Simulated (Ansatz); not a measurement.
Q: Ir (diamond, Fd-3m) is relaxed with plane-wave PAW r²SCAN (Ansatz code). What lattice parameters of the conventional cell result?

A: a = 5.526 Å.

The start of the workflow was typed in or built on a structure type; neither database checked (COD, Materials Project) lists it. It is not the phase usual at ambient conditions (space group No. 225). Symmetry was held in the r²SCAN relaxation; its stability against distortions is not shown here. The run is not spin-polarised. Scalar-relativistic: spin–orbit coupling is off unless named, which matters more the heavier the elements.

Potentials: the earlier of the program's two PAW sets.
